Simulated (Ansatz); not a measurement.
An Ansatz (a quantum-chemistry and plane-wave program) run. Input:

Ansatz 0.2 input:
```yaml
crystal:
  lattice:
    - [2.5323207841, 0.0, 0.0]
    - [-1.266160392, 2.1930541295, 0.0]
    - [0.0, 0.0, 4.1329211929]
  atoms:
    - { symbol: Cu, position: [0.3333333333, 0.6666666667, 0.25] }
    - { symbol: Cu, position: [0.6666666667, 0.3333333333, 0.75] }
kpoints:
  mp_grid: { grid: [39, 39, 21] }
hamiltonian:
  xc: r2scan
  pseudopotentials: { azcp: { folder: ./paw }, kind: paw }
scf:
  occupations: { method: fermi_dirac, width: 0.1 }
elastic: { mode: relaxed_ion, stencil: two_point, amplitude: 0.005, f_tol: 0.0005 }
```

Output (shortened):

```
Pseudopotential: Cu, paw, valence charge 19
Functional definition: r2SCAN
Crystal: 2 atoms, lattice volume = 22.952 Å³
Basis set: ecut = 500 eV, 573 PW (Γ), exchange–correlation on 80×80×128 points (64 copies of the dense FFT grid, shifted against one another)
Bands: 23, of which v1, the nominal top of the filled ones, is band 19 counted from 1 (18 counted from 0)
Symmetry: 24 space group operations
Space group: P63/mmc (ITA 194), of the structure as read, at distance tolerance 2.8e-5 Å
k-points: 1617 of 31941
the search or the solves at the SCF's close seem to have found levels that the self-consistency loop had missed (the run counts 2) …
SCF 1 converged in 11 iterations: F = -13262.497512 eV  dr2 = 1.76e-15
Crystal: 2 atoms, lattice volume = 22.952 Å³
SCF 2 converged in 2 iterations: F = -13262.497512 eV  dr2 = 2.75e-16
Crystal: 2 atoms, lattice volume = 22.837 Å³
Symmetry: 8 space group operations
k-points: 4400 of 31941
SCF 3 converged in 10 iterations: F = -13262.497343 eV  dr2 = 2.27e-15
relax step   1: F+E_penalty+E_count = -13262.49734310 eV  Δ(F+E_penalty+E_count) = +0.000e0 eV  max|allowed force component| = 9.141e-3 eV/Å  Δτ_max = 0.0000 Å  (10 SCF iters, accepted)
Crystal: 2 atoms, lattice volume = 22.837 Å³
SCF 4 converged in 9 iterations: F = -13262.497353 eV  dr2 = 5.62e-14
relax step   2: F+E_penalty+E_count = -13262.49735296 eV  Δ(F+E_penalty+E_count) = -9.856e-6 eV  max|allowed force component| = 7.468e-3 eV/Å  Δτ_max = 0.0006 Å  (9 SCF iters, accepted)
Crystal: 2 atoms, lattice volume = 22.837 Å³
SCF 5 converged in 9 iterations: F = -13262.497373 eV  dr2 = 1.64e-14
relax step   3: F+E_penalty+E_count = -13262.49737260 eV  Δ(F+E_penalty+E_count) = -1.964e-5 eV  max|allowed force component| = 6.854e-5 eV/Å  Δτ_max = 0.0026 Å  (9 SCF iters, accepted)
Crystal: 2 atoms, lattice volume = 22.837 Å³
SCF 6 converged in 2 iterations: F = -13262.497373 eV  dr2 = 3.80e-15
Crystal: 2 atoms, lattice volume = 23.067 Å³
Basis set: ecut = 500 eV, 585 PW (Γ), exchange–correlation on 80×80×128 points (64 copies of the dense FFT grid, shifted against one another)
SCF 7 converged in 11 iterations: F = -13262.496772 eV  dr2 = 1.08e-15
relax step   1: F+E_penalty+E_count = -13262.49677179 eV  Δ(F+E_penalty+E_count) = +0.000e0 eV  max|allowed force component| = 8.998e-3 eV/Å  Δτ_max = 0.0000 Å  (11 SCF iters, accepted)
Crystal: 2 atoms, lattice volume = 23.067 Å³
SCF 8 converged in 10 iterations: F = -13262.496801 eV  dr2 = 5.02e-16
relax step   2: F+E_penalty+E_count = -13262.49680098 eV  Δ(F+E_penalty+E_count) = -2.918e-5 eV  max|allowed force component| = 2.589e-4 eV/Å  Δτ_max = 0.0032 Å  (10 SCF iters, accepted)
Crystal: 2 atoms, lattice volume = 23.067 Å³
SCF 9 converged in 2 iterations: F = -13262.496801 eV  dr2 = 2.47e-16
Crystal: 2 atoms, lattice volume = 22.837 Å³
SCF 10 converged in 11 iterations: F = -13262.496464 eV  dr2 = 9.44e-15
Crystal: 2 atoms, lattice volume = 23.067 Å³
SCF 11 converged in 9 iterations: F = -13262.497530 eV  dr2 = 2.40e-14
Crystal: 2 atoms, lattice volume = 22.952 Å³
Basis set: ecut = 500 eV, 575 PW (Γ), exchange–correlation on 80×80×128 points (64 copies of the dense FFT grid, shifted against one another)
Symmetry: 4 space group operations
k-points: 8200 of 31941
SCF 12 converged in 11 iterations: F = -13262.497428 eV  dr2 = 9.66e-14
relax step   1: F+E_penalty+E_count = -13262.49742841 eV  Δ(F+E_penalty+E_count) = +0.000e0 eV  max|allowed force component| = 2.185e-4 eV/Å  Δτ_max = 0.0000 Å  (11 SCF iters, accepted)
Crystal: 2 atoms, lattice volume = 22.952 Å³
SCF 13 converged in 2 iterations: F = -13262.497428 eV  dr2 = 6.09e-14
Crystal: 2 atoms, lattice volume = 22.952 Å³
SCF 14 converged in 11 iterations: F = -13262.497428 eV  dr2 = 9.98e-14
relax step   1: F+E_penalty+E_count = -13262.49742841 eV  Δ(F+E_penalty+E_count) = +0.000e0 eV  max|allowed force component| = 2.185e-4 eV/Å  Δτ_max = 0.0000 Å  (11 SCF iters, accepted)
Crystal: 2 atoms, lattice volume = 22.952 Å³
SCF 15 converged in 2 iterations: F = -13262.497428 eV  dr2 = 4.99e-14
SCF converged after 2 iterations
Free energy (F): -13262.497512 eV
Harris-Foulkes:  -13262.497512 eV  (|F-HF|=1.82e-12)
Internal energy: -13262.477026 eV  (E = F + TS)
E sigma→0 (E₀):  -13262.487269 eV
Entropy (-TS):   -0.020486 eV (-10.243 meV/atom)
Fermi energy:    16.749217 eV
--- Per-component energies (eV) ---
  E_band       = -768.045747
  E_kinetic    = 521.960735
  E_local      = -8927.540961  (includes V_loc(G=0)·N_el)
  E_nonlocal   = 1796.198741
  E_hartree    = 3793.212642
  E_xc         = -125.417958
  E_vxc        = -182.904583  (∫ρ·V_xc dr)
  E_paw        = -3664.244479  (= ΣΔE_a)
  E_vpaw       = -1573.944265  (= ΣTr[D̂ρ^β])
  E_aug_tail   = 0.000835  (compensation charges beyond the density's cutoff)
  E_vtau       = 11.758465  (kinetic-family band-sum trace: ∫τ·v_τ [+ j·A + Jᵃ·Aᵃ] dr)
  E_ewald      = -6656.044367
  E_core_change = -0.602213  (= ΣΔE_core)
  E_smearing   = -0.020486  (= −TS)
  E_closure    = 0.000000  (closes the sum)
  Σ components = -13262.497512   (vs F -13262.497512, Δ=0.00e0)
--- Forces (eV/Å), atoms counted from 1 ---
  atom   1  Cu     0.00000000     0.00000000     0.00000000
  atom   2  Cu     0.00000000     0.00000000     0.00000000
  max |Σ_I F_I| component: 0.00e0 eV/Å
--- Stress (GPa, compression-positive) ---
       -0.410295       0.000000       0.000000
        0.000000      -0.410295       0.000000
        0.000000       0.000000       0.734278
  P = ⅓ Tr σ = -0.0288 GPa (-0.288 kbar)
--- Band table (eV; the first three rows and the last of 1617) ---
  k-point 0: bands = ["-99.7510", "-99.7331", "-55.6254", "-55.5246", "-55.5246", "-55.5062", "-55.5062", "-55.5020", "6.7974", "11.3358", "13.5493", "13.6017", "13.6017", "13.8260", "13.8260", "14.1224", "14.1224", "14.9212", "14.9212", "15.5943", "20.8761", …
  k-point 1: bands = ["-99.7509", "-99.7332", "-55.6248", "-55.5245", "-55.5245", "-55.5063", "-55.5063", "-55.5027", "6.8194", "11.3237", "13.5448", "13.5968", "13.5968", "13.8215", "13.8215", "14.1331", "14.1331", "14.9201", "14.9201", "15.4840", "21.0408", …
  k-point 2: bands = ["-99.7506", "-99.7335", "-55.6227", "-55.5242", "-55.5242", "-55.5066", "-55.5066", "-55.5048", "6.8854", "11.2848", "13.5315", "13.5839", "13.5839", "13.8083", "13.8083", "14.1634", "14.1634", "14.9167", "14.9167", "15.1938", "21.4962", …
  k-point 1616: bands = ["-99.7287", "-99.7287", "-55.6040", "-55.6040", "-55.5822", "-55.5795", "-55.5282", "-55.5282", "12.5826", "12.5826", "12.6597", "12.6923", "13.2354", "13.2354", "14.1010", "14.1510", "14.9627", "14.9627", "21.0093", "21.0093", …
--- Elastic constants: 3 strain directions × 2 members + reference (group order 24) ---
  dense FFT box of the reference and of every strained cell: 20×20×32
  strains applied: 11, 33, 23; error gains …
  C = ∂σ_k/∂η_j (tension-positive GPa; Voigt order 11 22 33 23 13 12):
       237.508    143.483    100.306      0.000      0.000      0.000
       143.483    237.508    100.306      0.000      0.000      0.000
       101.415    101.415    287.379      0.000      0.000      0.000
         0.000      0.000      0.000     46.603      0.000      0.000
         0.000      0.000      0.000      0.000     46.603      0.000
         0.000      0.000      0.000      0.000      0.000     47.012
  reference stress σ⁰ (GPa):      0.410      0.410     -0.734      0.000      0.000      0.000
  moduli (Voigt/Reuss/Hill, GPa): K = 161.42/161.40/161.41   G = 55.86/51.91/53.88   E = 145.46   ν = 0.350
  mechanically stable: yes (min eigenvalue of sym C = 46.60 GPa)
  strain η (Voigt 11):  stress-route row diagonal C_11 = 237.51 GPa, energy-path curvature d²(F+E_count+ΔE)/dδ²/Ω₀ = 237.47 GPa
         δ    σ_11 (GPa)             F (eV)   n_scf  n_hpsi   n_pw
    -5.000e-3      -0.8096      -13262.4973726       2  838500    596   relax 3 steps, max|allowed force component| 6.85e-5 eV/Å
     5.000e-3       1.5655      -13262.4968010       2  834685    601   relax 2 steps, max|allowed force component| 2.59e-4 eV/Å
  strain η (Voigt 33):  stress-route row diagonal C_33 = 287.38 GPa, energy-path curvature d²(F+E_count+ΔE)/dδ²/Ω₀ = 287.40 GPa
         δ    σ_33 (GPa)             F (eV)   n_scf  n_hpsi   n_pw
    -5.000e-3      -2.1993      -13262.4964641      11  826232    593   relax 0 steps, max|allowed force component| 4.63e-18 eV/Å
     5.000e-3       0.6744      -13262.4975304       9  684277    602   relax 0 steps, max|allowed force component| 8.10e-18 eV/Å
  strain η (Voigt 23):  stress-route row diagonal C_44 = 46.60 GPa, energy-path curvature d²(F+E_count+ΔE)/dδ²/Ω₀ = 46.69 GPa
         δ    σ_23 (GPa)             F (eV)   n_scf  n_hpsi   n_pw
    -5.000e-3      -0.2330      -13262.4974284       2  1638983    599   relax 1 steps, max|allowed force component| 2.18e-4 eV/Å
     5.000e-3       0.2330      -13262.4974284       2  1639411    599   relax 1 steps, max|allowed force component| 2.18e-4 eV/Å
```

Cost: around 50 core-minutes (rough) on shared cores.

Space group P6_3/mmc (hcp (Mg type)). The workflow started from a Materials Project entry (that database holds measured and hypothetical structures alike); the Crystallography Open Database copy checked does not list it. It is not the phase usual at ambient conditions (space group No. 225). The r²SCAN relaxation kept the symmetry of its start; of distortions, only those at the zone centre were tested. The run is not spin-polarised. As this level gives no gap, shear constants depend on the k-mesh and smearing (Fermi–Dirac, 0.1 eV here). Axis ratios of metals converge slowly with the k-mesh, so a and c are less sure than the volume. On the denser mesh and wider smearing of the elastic run this cell carries a stress of 0.7 GPa.

Potentials: the earlier of the program's two PAW sets.

Ansatz is a plane-wave DFT program.
